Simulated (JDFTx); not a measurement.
- surface = TiSi2(010), Si outermost, slab composition Ti4Si8
- bulk = TiSi2, Cmcm, lattice of mp-1077503 (not re-optimised)
- slab = 12 atoms in 10 planes, 1x1, 11.7 Å between the outermost planes
- in-plane cell = 3.530 × 3.565 Å, 12.59 Å²
- cell height = 27.9 Å
- sampling = 6×6×1 k mesh, Fermi smearing 0.01 Ha, no spin polarisation

Whether this polymorph is the ambient one wasn't checked. Neither spin polarisation nor a larger cell was tried.

Profiles through the double layer of this slab, charged, in CANDLE, water, 2 M NaF; PBE, GBRV ultrasoft potentials, plane waves to 20/100 Ha, a modified build of JDFTx. z is the height above the outermost atoms, φ the plane-averaged electrostatic potential energy of an electron (zero in the bulk liquid), ρ_b the bound charge of solvent and ions, s the cavity shape function (0 in the solid, 1 in the liquid).

```
z (Å)  n (e/Å³)     s  φ (eV)  ρ_b (10⁻³ e/Å³)
-----  --------  ----  ------  ---------------
0.87     0.1160  0.00  -2.321            -0.03
1.33     0.0417  0.00  -1.111            -1.10
1.80     0.0125  0.00  -0.248            -4.47
2.26     0.0036  0.07  -0.039            -0.78
2.73     0.0010  0.31  -0.017             0.69
3.19     0.0003  0.61  -0.011             0.26
3.66     0.0001  0.87  -0.008             0.07
4.12     0.0000  0.99  -0.007             0.02
4.59     0.0000  1.00  -0.005             0.00
5.05     0.0000  1.00  -0.004             0.00
5.52     0.0000  1.00  -0.003             0.00
5.98     0.0000  1.00  -0.003             0.00
6.45     0.0000  1.00  -0.002             0.00
6.91     0.0000  1.00  -0.002             0.00
7.38     0.0000  1.00  -0.001             0.00
7.84     0.0000  1.00  -0.001             0.00
```

**Question.** Is the electrode positively or negatively charged, and roughly by how much?

**Answer.** Positively: σ = 4.0 μC/cm² per face. The liquid's bound charge is of the opposite sign overall, and far from the surface φ decays with the screening length (2.1 Å).
